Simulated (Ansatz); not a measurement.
Al2Te3:
```
Al2Te3
1.0
    7.25088     0.00000     0.00000
    0.00000    13.05766     0.00000
   -0.04695     0.00000    14.77778
Al Te
16 24
Direct
  0.58043   0.74902   0.30770
  0.41957   0.25098   0.69230
  0.41957   0.24902   0.19230
  0.58043   0.75098   0.80770
  0.07012   0.90680   0.31942
  0.92988   0.09320   0.68058
  0.92988   0.40680   0.18058
  0.07012   0.59320   0.81942
  0.07892   0.59064   0.30332
  0.92108   0.40936   0.69668
  0.92108   0.09064   0.19668
  0.07892   0.90936   0.80332
  0.43052   0.93155   0.18562
  0.56948   0.06845   0.81438
  0.56948   0.43155   0.31438
  0.43052   0.56845   0.68562
  0.91075   0.74284   0.39063
  0.08925   0.25716   0.60937
  0.08925   0.24284   0.10937
  0.91075   0.75716   0.89063
  0.57921   0.76232   0.13537
  0.42079   0.23768   0.86463
  0.42079   0.26232   0.36463
  0.57921   0.73768   0.63537
  0.07599   0.91748   0.13849
  0.92401   0.08252   0.86151
  0.92401   0.41748   0.36151
  0.07599   0.58252   0.63849
  0.08058   0.57583   0.13090
  0.91942   0.42417   0.86910
  0.91942   0.07583   0.36910
  0.08058   0.92417   0.63090
  0.40799   0.59359   0.38830
  0.59201   0.40641   0.61170
  0.59201   0.09359   0.11170
  0.40799   0.90641   0.88830
  0.42469   0.92159   0.36660
  0.57531   0.07841   0.63340
  0.57531   0.42159   0.13340
  0.42469   0.57841   0.86660
```

Relaxed with r²SCAN. Special points in fractions of this cell's reciprocal vectors: Γ (0.000, 0.000, 0.000); Z (0.000, 0.500, 0.000); D (0.000, 0.500, 0.500); B (0.000, 0.000, 0.500); A (-0.500, 0.000, 0.500); E (-0.500, 0.500, 0.500); C2 (-0.500, 0.500, 0.000); Y2 (-0.500, 0.000, 0.000).

Task: List the band energies nearest the valence-band maximum at these points for r²SCAN (plane waves, PAW; program Ansatz).

Result: In eV from the valence-band maximum; about four levels below and three above (degenerate sets whole), none deeper than 8.9 eV; points with the same levels are listed once.

```json
[
 {"k": "Γ", "below": "-0.06 -0.05 -0.03 0.00", "above": "2.34 2.42 2.44"},
 {"k": "Z", "below": "-0.09 -0.09 -0.04 -0.04", "above": "2.61 2.61 2.77 2.77"},
 {"k": "D", "below": "-0.09 -0.09 -0.05 -0.05", "above": "2.76 2.76 2.87 2.87"},
 {"k": "B", "below": "-0.06 -0.06 -0.02 -0.02", "above": "2.40 2.40 2.45 2.45"},
 {"k": "A", "below": "-0.44 -0.44 -0.44 -0.44", "above": "2.32 2.32 2.41 2.41"},
 {"k": "E", "below": "-0.46 -0.46 -0.45 -0.45", "above": "2.22 2.22 2.26 2.26"},
 {"k": "C2", "below": "-0.48 -0.48 -0.42 -0.42", "above": "2.21 2.21 2.31 2.31"},
 {"k": "Y2", "below": "-0.45 -0.44 -0.44 -0.42", "above": "2.25 2.34 2.45 2.45"}
]
```

Space group P2_1/c. The workflow started from a Materials Project entry (that database holds measured and hypothetical structures alike); the Crystallography Open Database copy checked does not list it. Its standing as an ambient phase is unchecked. Symmetry was held in the r²SCAN relaxation; whether a distortion lowers the energy is not shown. A crystal of weakly bound layers computed without a dispersion correction: the cell and the soft elastic constants depend strongly on that. Spin–orbit coupling is left out wherever it is not named.

Potentials: the later of the program's two PAW sets.
